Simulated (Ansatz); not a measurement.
# Ir (P6_3/mmc), stationary points along a deformation path

The calculation used DFT PBEsol, scalar-relativistic, plane waves, PAW in Ansatz. The runs took a 420 eV cutoff, a Γ-centred 30×30×16 mesh and Gaussian smearing (0.15 eV). Spin–orbit coupling is left out, which can shift energies with elements as heavy as these. No spin polarisation. Energies are free energies at this smearing, counted from the undisturbed cell; pressure is positive in compression.

Reference structure (relaxed at this level; with this scan's settings it stands at 0.1 GPa; this form isn't the usual structure):

```
CELL_PARAMETERS angstrom
2.71906 0.00000 0.00000
-1.35953 2.35477 0.00000
0.00000 0.00000 4.40793
ATOMIC_POSITIONS crystal
Ir 0.66667 0.33333 0.75000
Ir 0.33333 0.66667 0.25000
```

At fixed volume and fractional coordinates, lengths along (0.000, 0.000, 1.000) are scaled against those across it; ρ is that ratio over its starting value. V = 14.111 Å³/atom. Δσ is the stress along the axis less the mean stress across it (compression positive).

| ρ | ΔE (meV/atom) | Δσ (GPa) | space group |
| --- | --- | --- | --- |
| 0.800 | 451.7 | 58.39 | P6_3/mmc |
| 0.850 | 257.7 | 49.02 | P6_3/mmc |
| 0.920 | 75.9 | 28.89 | P6_3/mmc |
| 0.960 | 19.5 | 15.69 | P6_3/mmc |
| 1.000 | 0.0 | 0.32 | P6_3/mmc |
| 1.050 | 26.4 | -18.72 | P6_3/mmc |
| 1.100 | 103.7 | -38.18 | P6_3/mmc |
| 1.200 | 397.8 | -77.26 | P6_3/mmc |
| 1.300 | 840.2 | -109.32 | P6_3/mmc |

Question: How does the stress give the slope of the energy, and where is the energy stationary?

Answer: Along the path d ln(length) is 2/3 d ln ρ on the axis and −1/3 d ln ρ across it, so dE/d ln ρ = −(2/3) V Δσ: the energy falls with ρ where Δσ is positive. Δσ vanishes or changes sign between ρ = 1.000 and 1.050, a minimum (near 1.00 by linear interpolation). Pairs of stationary points between two samples would go unseen, and could change a minimum read from distant neighbours into a maximum.

Question: Integrate that slope from ρ = 1 to 1.200 by the trapezoid rule.

Answer: With V/N in Å³ and 1 eV/Å³ = 160.2 GPa the slopes at ρ = 1.000, 1.050, 1.100, 1.200 are -19, 1099, 2242, 4536 meV/atom per unit of ln ρ. The steps add 26.4 + 77.7 + 294.9 = 399.0 meV/atom, against 397.8 from the energies; the trapezoid rule misses the curvature of the slope within each step.

In a metal these slopes depend on the k mesh and the smearing.

Cost: 9 runs of about 2.3 core-minutes in all, on Intel Xeon Platinum 8488C (Sapphire Rapids) (shared hosts).